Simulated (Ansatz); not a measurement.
ZrTi:
```yaml
crystal:
  lattice:
    - [3.02176, 0.00000, 0.00000]
    - [-1.51088, 2.61692, 0.00000]
    - [0.00000, 0.00000, 4.81200]
  atoms:
    - { symbol: Zr, position: [0.00000, 0.00000, 0.00000] }
    - { symbol: Ti, position: [0.33333, 0.66667, 0.50000] }
```

Relaxed with LDA.

**Question.** Which orbitals make up the states near the Fermi level in LDA in the plane-wave PAW code Ansatz?

**Answer.** Within 0.5 eV of the Fermi level: Ti 3d 53 %, Zr 4d 37 %. Projections are on Löwdin-orthogonalised atomic valence shells; empty p or d shells of many metals are not among them.

**Question.** Tabulate the density of states.

**Answer.** States/eV per cell of 2 atoms, in 0.25 eV bins, energy from the Fermi level.

```
E (eV)  total  Ti 3d  Zr 4d  Ti 4s
------  -----  -----  -----  -----
-6.00    0.00   0.00   0.00   0.00
-5.75    0.06   0.00   0.00   0.03
-5.50    0.11   0.00   0.00   0.05
-5.25    0.14   0.00   0.00   0.06
-5.00    0.18   0.00   0.00   0.08
-4.75    0.22   0.00   0.00   0.09
-4.50    0.26   0.00   0.01   0.11
-4.25    0.31   0.01   0.02   0.13
-4.00    0.35   0.01   0.03   0.15
-3.75    0.43   0.02   0.05   0.18
-3.50    0.55   0.04   0.09   0.23
-3.25    0.81   0.08   0.20   0.28
-3.00    2.09   0.39   0.96   0.40
-2.75    1.79   0.37   0.88   0.25
-2.50    2.04   0.51   1.05   0.19
-2.25    2.34   0.71   1.21   0.15
-2.00    2.64   0.93   1.35   0.11
-1.75    2.01   0.79   0.96   0.07
-1.50    2.07   0.86   0.98   0.06
-1.25    2.18   0.97   1.01   0.04
-1.00    2.44   1.13   1.10   0.05
-0.75    3.24   1.77   1.13   0.11
-0.50    3.66   2.00   1.22   0.15
-0.25    1.22   0.60   0.48   0.03
0.00     2.03   0.92   0.93   0.04
0.25     3.76   2.01   1.42   0.08
0.50     3.64   2.18   1.13   0.09
0.75     4.05   2.39   1.25   0.09
1.00     4.29   2.58   1.27   0.08
1.25     4.08   2.45   1.26   0.05
1.50     2.75   1.67   0.84   0.03
1.75     1.92   1.06   0.65   0.02
2.00     1.75   0.96   0.62   0.02
2.25     1.84   1.00   0.68   0.01
2.50     1.80   1.03   0.69   0.01
2.75     1.93   1.12   0.73   0.01
3.00     2.10   1.27   0.75   0.01
3.25     2.07   1.17   0.78   0.02
3.50     2.92   1.50   1.26   0.05
3.75     2.13   0.79   1.15   0.07
4.00     2.70   1.10   1.30   0.11
4.25     2.35   0.82   1.28   0.09
```

Space group P-6m2. The workflow started from a Materials Project entry (that database holds measured and hypothetical structures alike); the Crystallography Open Database copy checked does not list it. With Zr and Ti taken as one species the cell has the higher symmetry P6_3/mmc, so it may be an ordered model of a mixed-site phase. Whether it is the stable phase at ambient conditions was not checked. The cell was relaxed with LDA under the symmetry of its start; its stability against distortions is not shown here. The run is not spin-polarised. Spin–orbit coupling is left out wherever it is not named.

Potentials: the later of the program's two PAW sets.
